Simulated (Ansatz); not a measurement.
# What DFT gives for AgPbSBr

```
Pb Ag Br S
1.0
     4.19046    0.00000    0.00000
     0.00000    4.19046    0.00000
     0.00000    0.00000   11.65245
Pb Ag Br S
2 2 2 2
Direct
  0.25000 0.25000 0.89120
  0.75000 0.75000 0.10880
  0.25000 0.25000 0.34470
  0.75000 0.75000 0.65530
  0.25000 0.25000 0.59600
  0.75000 0.75000 0.40400
  0.75000 0.25000 0.00000
  0.25000 0.75000 0.00000
```

The numbers come from plane-wave PAW DFT (Ansatz): PBE, no spin polarisation, 420 eV, 8×8×3 Γ-centred k points, fermi-dirac occupations (width 0.0122 eV). Nothing was relaxed.

Task: Which atom feels the largest force, and which way?

Result: The largest is on Pb1 (and as large on other atoms): 5.18 eV/Å, components (0.00, 0.00, -5.18). It makes 121° with the line to a nearest neighbour, S7 at 2.45 Å.

Task: What does the stress say?

Result: The pressure is 16.9 GPa (compression positive), so with the atoms held at these fractions the cell would first expand; the forces are large, so a full relaxation may end otherwise. The principal stresses 13.4, 18.7, 18.7 GPa differ, so its shape would change too.

Task: Which element gives electrons and which takes them?

Result: Bader charges in e: Ag +0.46, Pb +0.87, S -0.84, Br -0.49. In the mean Pb gives up most and S takes most.

Task: What happens at the Fermi level?

Result: It is a metal, with about 1.1 states/eV a cell as the mean within 0.25 eV of the Fermi level, mostly S p (59 %).

Task: What do density and ELF say about some of the short contacts?

Result: Pb–S at 2.45 Å: least valence density 0.55 e/Å³ and ELF 0.35 there. Ag–Br at 2.93 Å: least valence density 0.20 e/Å³ and ELF 0.14 there. Br–Pb at 3.44 Å: least valence density 0.11 e/Å³ and ELF 0.11 there. Both are smooth PAW fields, read partly inside the augmentation spheres.

Origin: a known structure type with other elements, at an estimated volume, so it need not be a known compound. Caveats: atoms or cell far from equilibrium.
